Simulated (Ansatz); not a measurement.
Ga (space group Cmce)

```yaml
crystal:
  lattice:
    - [2.28730, -3.86995, 0.00000]
    - [2.28730, 3.86995, 0.00000]
    - [0.00000, 0.00000, 4.58772]
  atoms:
    - { symbol: Ga, position: [0.15632, 0.84368, 0.91773] }
    - { symbol: Ga, position: [0.84368, 0.15632, 0.08227] }
    - { symbol: Ga, position: [0.34368, 0.65632, 0.41773] }
    - { symbol: Ga, position: [0.65632, 0.34368, 0.58227] }
```

The slice is a (110) plane (indices of the conventional cell) through the point (0.656, 0.344, 0.582) (fractional), spanned by u = [100] and v = [001] in vectors of this cell: u (4.50 Å) and v (4.59 Å, at 90° to u). It covers one period; positions are fractions (u, v).

These are PBE (plane waves to 420 eV, PAW, scalar-relativistic; Ansatz, a quantum-chemistry and plane-wave program) values and carry that method's errors. k mesh 12×12×10. These are valence fields of a PAW run, semicore shells included where kept as valence: close to a nucleus they are smooth pseudo fields. Ga was relaxed with its symmetry unable to fall.

Task: Predict the map of the electron localisation function (ELF) on the slice.

Result: 
```
v \ u  0.00  0.11  0.22  0.33  0.44  0.56  0.67  0.78  0.89
-----  ----  ----  ----  ----  ----  ----  ----  ----  ----
0.86   0.20  0.27  0.39  0.41  0.33  0.35  0.52  0.48  0.30
0.71   0.35  0.45  0.45  0.43  0.41  0.33  0.31  0.32  0.32
0.57   0.23  0.28  0.27  0.27  0.31  0.30  0.13  0.06  0.08
0.43   0.31  0.30  0.27  0.27  0.28  0.27  0.10  0.07  0.13
0.29   0.42  0.51  0.43  0.33  0.24  0.12  0.09  0.18  0.33
0.14   0.20  0.28  0.35  0.24  0.10  0.09  0.23  0.33  0.28
0.00      x     x  0.27  0.29  0.22  0.31  0.51  0.35     x
```

Values: electron localisation function (ELF). Points within 0.5 Å of a nucleus are blanked (x), as the pseudised field means little there.
